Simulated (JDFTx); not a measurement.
Au(111) slab cut from bulk Au (space group Fm-3m, indices of the conventional cell, lattice of the Materials Project entry mp-81, not re-optimised): 4 atoms in 4 planes, a 1x1 cell of 7.53 Å² (|a| = 2.950, |b| = 2.950 Å), 7.2 Å between the outermost planes, cell height 23.2 Å, 8×8×1 k mesh, Fermi smearing 0.01 Ha, no spin polarisation.

Reference level: PBE, GBRV ultrasoft potentials, plane waves to 20/100 Ha, in JDFTx (a modified build). Unrelaxed; liquid: CANDLE, water, 1 M KF. The reference uses 29 bands for 44 valence electrons; each other row changes one option in all its runs. U vs SHE = −μ/e − 4.44 V throughout (conventional absolute potential of the hydrogen electrode).

Options: reference (29 bands); 24 bands; 26 bands; 37 bands.

Problem. Which options move the work function or U_pzc by more than 0.02 from the reference?

Solution. 24 bands.

| option | F − F(reference), vacuum (meV/cell) | work function (eV) | U_pzc (V) | σ held at 1.00 V (μC/cm²) | top band holds over 0.001 electrons |
|---|---|---|---|---|---|
| reference (29 bands) | 0.0 | 5.228 | 0.517 | 5.5 | no |
| 24 bands | 2.3 | 5.207 | 0.499 | 5.6 | yes |
| 26 bands | 0.0 | 5.228 | 0.517 | 5.5 | no |
| 37 bands | 0.0 | 5.228 | 0.517 | 5.5 | no |

A dash marks a run that didn't converge or wasn't made; the third decimal is shown to expose solver noise and isn't converged.
